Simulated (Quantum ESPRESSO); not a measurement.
# NbGaHf4In2: input and log of a self-consistent run

Simulated, not a measurement. The program is pw.x of Quantum ESPRESSO 7.5 (plane-wave density functional theory). The cell is made up: eight metal atoms on a face-centred cubic lattice, with elements, volume, strain and displacements drawn at random and not relaxed, so it may be unstable or far from any real phase. PseudoDojo standard norm-conserving files set the functional (PBE unless stated); there is no spin polarisation or spin-orbit coupling, the Fermi-Dirac width of 0.25 eV means electrons at about 2900 K, and the masses in the input are unused placeholders. Heavy elements are run without spin-orbit coupling, which real alloys of them have. A spin test at this wide smearing found no moment, but such smearing suppresses magnetism that the real alloy may have.

Input:

```
&control calculation='scf', pseudo_dir='./dojo.nc.sr.pbe.v0_5.standard.upf', outdir='./o', disk_io='minimal', tprnfor=.true., tstress=.true. /
&system ibrav=0, nat=8, ntyp=4, nbnd=64, ecutwfc=82.02448710, nosym=.true., tot_charge=0,
 occupations='smearing', smearing='fd', degauss=0.0183746611
/
&electrons conv_thr=1.470e-08, electron_maxstep=70, mixing_beta=0.5 /
ATOMIC_SPECIES
Ga 1.0 Ga.upf
Hf 1.0 Hf.upf
In 1.0 In.upf
Nb 1.0 Nb.upf
CELL_PARAMETERS angstrom
0.0175 -2.1761 -2.2182
-6.4546 -2.1055 -0.0182
-2.1893 4.2696 -6.5544
ATOMIC_POSITIONS angstrom
Nb 0.023 0.02 -0.0114
Ga -2.2607 2.219 -4.4133
Hf -2.0791 -0.0467 -2.2661
In -4.4053 2.1359 -6.6575
Hf -4.3826 0.0013 -4.3606
Hf -4.1557 -2.1037 -2.2279
Hf -6.4162 -0.1168 -6.5991
In -6.5047 -2.1226 -4.3788
K_POINTS automatic
8 4 3 1 1 1
```

The log is shortened where brackets say so; the opening notice, blank lines, dates and the lines on written files are dropped, and the path of the files is cut. It prints rydbergs, bohrs and kilobars, and counts compression as positive stress. Its total energy is the free energy E - TS of the whole cell.

```
     Program PWSCF v.7.5
     Parallel version (MPI & OpenMP), running on       4 processor cores
     Number of MPI processes:                 4
     Threads/MPI process:                     1
     [start-up lines left out]
     bravais-lattice index     =            0
     lattice parameter (alat)  =       5.8722  a.u.
     unit-cell volume          =    1103.8498 (a.u.)^3
     number of atoms/cell      =            8
     number of atomic types    =            4
     number of electrons       =       100.00
     number of Kohn-Sham states=           64
     kinetic-energy cutoff     =      82.0245  Ry
     charge density cutoff     =     328.0979  Ry
     scf convergence threshold =      1.5E-08
     mixing beta               =       0.5000
     number of iterations used =            8  plain     mixing
     Exchange-correlation= PBE
                           (   1   4   3   4   0   0   0)
     [axes and pseudopotential details left out]
   Cartesian axes
     site n.     atom                  positions (alat units)
         1        Nb     tau(   1) = (   0.0074016   0.0064362  -0.0036686  )
         2        Ga     tau(   2) = (  -0.7275141   0.7140947  -1.4202406  )
         3        Hf     tau(   3) = (  -0.6690735  -0.0150285  -0.7292519  )
         4        In     tau(   4) = (  -1.4176661   0.6873523  -2.1424449  )
         5        Hf     tau(   5) = (  -1.4103611   0.0004184  -1.4032813  )
         6        Hf     tau(   6) = (  -1.3373426  -0.6769900  -0.7169588  )
         7        Hf     tau(   7) = (  -2.0647923  -0.0375873  -2.1236512  )
         8        In     tau(   8) = (  -2.0932724  -0.6830722  -1.4091382  )
     number of k points=    48  Fermi-Dirac smearing, width (Ry)=  0.0184
                       cart. coord. in units 2pi/alat
        k(    1) = (  -0.0545438  -0.0166547  -0.0716467), wk =   0.0416667
        k(    2) = (   0.0041043  -0.1979876   0.1067073), wk =   0.0416667
     [further k points left out]
     Dense  grid:   110657 G-vectors     FFT dimensions: (  36,  75,  90)
     Estimated max dynamical RAM per process >     359.89 MB
     Estimated total dynamical RAM >       1.33 GB
     Initial potential from superposition of free atoms
     starting charge      99.9798, renormalised to     100.0000
     Starting wfcs are   77 randomized atomic wfcs
     total cpu time spent up to now is       11.6 secs
     per-process dynamical memory:   271.6 Mb
     Self-consistent Calculation
     iteration #  1     ecut=    82.02 Ry     beta= 0.50
     Davidson diagonalization with overlap
     ethr =  1.00E-02,  avg # of iterations =  2.3
     total cpu time spent up to now is       38.6 secs
     total energy              =    -994.12722361 Ry
     estimated scf accuracy    <       1.02655750 Ry
     iteration #  2     ecut=    82.02 Ry     beta= 0.50
     Davidson diagonalization with overlap
     ethr =  1.03E-03,  avg # of iterations =  4.9
     total cpu time spent up to now is       70.4 secs
     total energy              =    -993.27724031 Ry
     estimated scf accuracy    <      19.48443091 Ry
     iteration #  3     ecut=    82.02 Ry     beta= 0.50
     Davidson diagonalization with overlap
     ethr =  1.03E-03,  avg # of iterations =  3.5
     total cpu time spent up to now is       96.9 secs
     total energy              =    -994.61080108 Ry
     estimated scf accuracy    <       0.57899740 Ry
     iteration #  4     ecut=    82.02 Ry     beta= 0.50
     Davidson diagonalization with overlap
     ethr =  5.79E-04,  avg # of iterations =  2.0
     total cpu time spent up to now is      119.9 secs
     total energy              =    -994.65712986 Ry
     estimated scf accuracy    <       0.18608235 Ry
     iteration #  5     ecut=    82.02 Ry     beta= 0.50
     Davidson diagonalization with overlap
     ethr =  1.86E-04,  avg # of iterations =  2.2
     total cpu time spent up to now is      145.1 secs
     total energy              =    -994.66575178 Ry
     estimated scf accuracy    <       0.10023097 Ry
     [iterations 6 to 13 left out]
     iteration # 14     ecut=    82.02 Ry     beta= 0.50
     Davidson diagonalization with overlap
     ethr =  2.22E-09,  avg # of iterations =  2.0
     total cpu time spent up to now is      388.1 secs
     total energy              =    -994.68132011 Ry
     estimated scf accuracy    <       0.00000021 Ry
     iteration # 15     ecut=    82.02 Ry     beta= 0.50
     Davidson diagonalization with overlap
     ethr =  2.13E-10,  avg # of iterations =  2.3
     total cpu time spent up to now is      411.2 secs
     total energy              =    -994.68132014 Ry
     estimated scf accuracy    <       0.00000006 Ry
     iteration # 16     ecut=    82.02 Ry     beta= 0.50
     Davidson diagonalization with overlap
     ethr =  5.86E-11,  avg # of iterations =  3.1
     total cpu time spent up to now is      435.8 secs
     total energy              =    -994.68132014 Ry
     estimated scf accuracy    <       0.00000003 Ry
     iteration # 17     ecut=    82.02 Ry     beta= 0.50
     Davidson diagonalization with overlap
     ethr =  2.75E-11,  avg # of iterations =  2.8
     total cpu time spent up to now is      461.6 secs
     total energy              =    -994.68132015 Ry
     estimated scf accuracy    <       0.00000003 Ry
     iteration # 18     ecut=    82.02 Ry     beta= 0.50
     Davidson diagonalization with overlap
     ethr =  2.58E-11,  avg # of iterations =  1.5
     total cpu time spent up to now is      487.4 secs
     End of self-consistent calculation
     [lines on levels left out]
!    total energy              =    -994.68132015 Ry
     estimated scf accuracy    <          5.4E-09 Ry
     smearing contrib. (-TS)   =      -0.10441624 Ry
     internal energy E=F+TS    =    -994.57690391 Ry
     The total energy is F=E-TS. E is the sum of the following terms:
     one-electron contribution =    -193.19868097 Ry
     hartree contribution      =     159.33379042 Ry
     xc contribution           =    -262.52128968 Ry
     ewald contribution        =    -698.19072367 Ry
     convergence has been achieved in  18 iterations
     Forces acting on atoms (cartesian axes, Ry/au):
     atom    1 type  4   force =    -0.00436745   -0.02081956    0.01281287
     atom    2 type  1   force =    -0.00350244   -0.00503328   -0.00038924
     atom    3 type  2   force =     0.00709649    0.02675016    0.00879857
     atom    4 type  3   force =     0.04401502   -0.00860822    0.01974633
     atom    5 type  2   force =     0.04292320   -0.00289418   -0.01054529
     atom    6 type  2   force =    -0.06065434   -0.01180315   -0.00957671
     atom    7 type  2   force =    -0.04812764    0.02919752   -0.01692848
     atom    8 type  3   force =     0.02261714   -0.00678929   -0.00391805
     Total force =     0.117471     Total SCF correction =     0.000345
     Computing stress (Cartesian axis) and pressure
          total   stress  (Ry/bohr**3)                   (kbar)     P=       51.78
   0.00035681  -0.00001118   0.00007970           52.49       -1.65       11.72
  -0.00001118   0.00038288  -0.00001070           -1.65       56.32       -1.57
   0.00007970  -0.00001070   0.00031630           11.72       -1.57       46.53
     init_run     :     10.91s CPU     11.30s WALL (       1 calls)
     electrons    :    473.20s CPU    475.94s WALL (       1 calls)
     forces       :      5.68s CPU      5.71s WALL (       1 calls)
     stress       :     17.89s CPU     18.20s WALL (       1 calls)
     [timing details left out]
     PWSCF        :   8m27.99s CPU   8m31.50s WALL
     JOB DONE.
```

In other units: free energy -13533.329 eV for the cell, pressure 5.18 GPa, largest force component 1.559 eV/Å in size. The run took 513 s of wall time with four MPI processes on a shared machine (Intel Xeon, older, virtual cores), so the time is rough. A rerun of this cell at a higher cutoff and on a denser mesh moved values by no more than 0.002 eV in energy, 0.03 GPa in stress and 0.005 eV/Å in force, and a second program with other atomic files agreed on that cell to 2 % rms in force and 0.5 GPa in pressure.